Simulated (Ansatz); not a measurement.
HfNi$_{2}$:
```xyz
6
Lattice="0.0000 3.4323 3.4323 3.4323 0.0000 3.4323 3.4323 3.4323 0.0000" Properties=species:S:1:pos:R:3 pbc="T T T"
Ni     0.8581     0.8581     0.8581
Ni     0.8581     2.5742     2.5742
Ni     2.5742     2.5742     0.8581
Ni     2.5742     0.8581     2.5742
Hf     3.4323     3.4323     3.4323
Hf     5.1484     5.1484     5.1484
```

Relaxed with r²SCAN. Special points in fractions of this cell's reciprocal vectors: Γ (0.000, 0.000, 0.000); X (0.500, 0.000, 0.500); U (0.625, 0.250, 0.625); K (0.375, 0.375, 0.750); L (0.500, 0.500, 0.500); W (0.500, 0.250, 0.750).

Question: List the band energies nearest the Fermi level at these points for the program Ansatz at the r²SCAN level (PAW).

Answer: In eV from the Fermi level; about four levels below and three above (degenerate sets whole), none deeper than 8.9 eV; points with the same levels are listed once.

```tsv
k	below	above
Γ	-1.08 -1.08 -1.08 -0.21 -0.21 -0.21	0.46 1.10 1.10 1.10
X	-1.31 -1.31 -0.79 -0.79	0.96 0.96 1.29 1.29
U	-1.23 -1.01 -0.72 -0.45	0.60 0.91 1.12
L	-1.45 -1.45 -1.22 -1.22 -0.21	0.04 0.04 0.24
W	-1.06 -1.06 -0.62 -0.62	0.93 0.93 0.96 0.96
```

Space group Fd-3m (cubic Laves (MgCu2 type)). The workflow started from an entry of the Crystallography Open Database (COD). Its standing as an ambient phase is unchecked. Symmetry was held in the r²SCAN relaxation; its stability against distortions is not shown here. The workflow began spin-polarised and lost its moments. Scalar-relativistic: spin–orbit coupling is off unless named, which matters more the heavier the elements.

Potentials: the later of the program's two PAW sets.
